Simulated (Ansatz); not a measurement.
Molecular dynamics on a 2×2×1 supercell (12 atoms) of SnSe₂ (P-3m1), relaxed with r2SCAN+rVV10. Forces come from r2SCAN in Ansatz 0.2.0: constant energy and volume (NVE), velocities drawn at 1000 K, steps of 2 fs. Computed, non-magnetic; the trajectory is short and the cell small, so nothing here is a converged average.

```yaml
crystal:
  lattice:
    - [7.6503276808, -1.0e-10, 0.0]
    - [-3.8251638404, 6.6253781189, 0.0]
    - [0.0, 0.0, 6.2270561301]
  atoms:
    - { symbol: Sn, position: [0.0, 0.0, 0.0] }
    - { symbol: Se, position: [0.1666666667, 0.3333333333, 0.2530760434] }
    - { symbol: Se, position: [0.3333333333, 0.1666666667, 0.7469239566] }
    - { symbol: Sn, position: [0.0, 0.5, 0.0] }
    - { symbol: Se, position: [0.1666666667, 0.8333333333, 0.2530760434] }
    - { symbol: Se, position: [0.3333333333, 0.6666666667, 0.7469239566] }
    - { symbol: Sn, position: [0.5, 0.0, 0.0] }
    - { symbol: Se, position: [0.6666666667, 0.3333333333, 0.2530760434] }
    - { symbol: Se, position: [0.8333333333, 0.1666666667, 0.7469239566] }
    - { symbol: Sn, position: [0.5, 0.5, 0.0] }
    - { symbol: Se, position: [0.6666666667, 0.8333333333, 0.2530760434] }
    - { symbol: Se, position: [0.8333333333, 0.6666666667, 0.7469239566] }
kpoints:
  mp_grid: { grid: [3, 3, 2] }
hamiltonian:
  xc: r2scan
scf:
  occupations: { method: fermi_dirac, width: 0.086 }
md:
  ensemble: nve
  temperature: 1000
  timestep: 2.0
  n_steps: 30
  initial_velocities: maxwell_boltzmann
  seed: 4867
```

Run as `ansatz run input.yaml --threads 4 --pin off --max-ram 3686MiB --backend cpu --events-out ev --progress --plain --runs-dir out`.

**Question.** It ran on 4 threads of Arm Neoverse V1 (shared host). About how long did it take, and what peak of host memory did it reach?

**Answer.** About 6.7 min, with a peak of 1.9 GiB.

```tsv
step	t (fs)	T (K)	free energy F from step 0 (meV/atom)	kinetic energy (meV/atom)	largest force (eV/Å)
0	0	1000	0.0	118.5	0.04
1	2	996	0.5	118.0	0.14
2	4	985	1.8	116.7	0.26
3	6	967	3.9	114.5	0.39
4	8	942	6.9	111.6	0.53
5	10	911	10.6	107.9	0.67
6	12	874	14.9	103.6	0.81
7	14	832	19.9	98.6	0.95
8	16	786	25.4	93.1	1.09
9	18	736	31.3	87.2	1.23
10	20	684	37.5	81.0	1.36
11	22	629	44.0	74.5	1.50
12	24	574	50.5	68.0	1.63
13	26	519	57.1	61.5	1.75
14	28	465	63.5	55.1	1.87
15	30	413	69.7	48.9	1.97
16	32	364	75.5	43.1	2.07
17	34	318	80.9	37.7	2.15
18	36	277	85.7	32.9	2.22
19	38	242	90.0	28.6	2.28
20	40	211	93.5	25.0	2.32
21	42	187	96.4	22.2	2.35
22	44	169	98.5	20.1	2.35
23	46	158	99.9	18.7	2.35
24	48	152	100.6	18.0	2.32
25	50	153	100.5	18.1	2.28
26	52	159	99.7	18.8	2.23
27	54	171	98.4	20.2	2.17
28	56	187	96.4	22.1	2.09
29	58	207	94.0	24.6	2.00
30	60	232	91.1	27.4	1.91
```

The temperature starts at 1000 K, is lowest at step 24 (152 K, 48 fs) and ends at 232 K. The atoms start on their lattice sites with kinetic energy alone, so much of it first passes into potential energy. The conserved energy stays within 0.10 meV an atom. By the last step the atoms have moved 0.18 Å in the root mean square, the drift of the whole cell taken out, 0.28 Å at most.

Positions (Å) and forces (eV/Å) at step 30:
```
Sn   0.056   0.108  -0.013     0.569  -0.824   0.337
Se   0.214   2.165   1.746    -1.121   0.035  -1.145
Se   2.008   1.121   4.653    -0.299   0.249  -0.135
Sn  -1.897   3.141   0.061    -0.377   0.947   0.565
Se  -1.778   5.656   1.474    -1.220  -1.294   0.686
Se  -0.086   4.361   4.646    -0.504   0.050  -0.311
Sn   3.872   0.005   0.022    -0.044   0.198  -0.414
Se   3.634   2.146   1.601     1.095   0.629  -0.397
Se   5.799   0.998   4.652    -0.221   0.433  -0.082
Sn   1.818   3.493  -0.103     0.842  -1.248   0.090
Se   1.771   5.390   1.644     0.671   0.870  -0.119
Se   3.702   4.480   4.541     0.611  -0.044   0.926
```
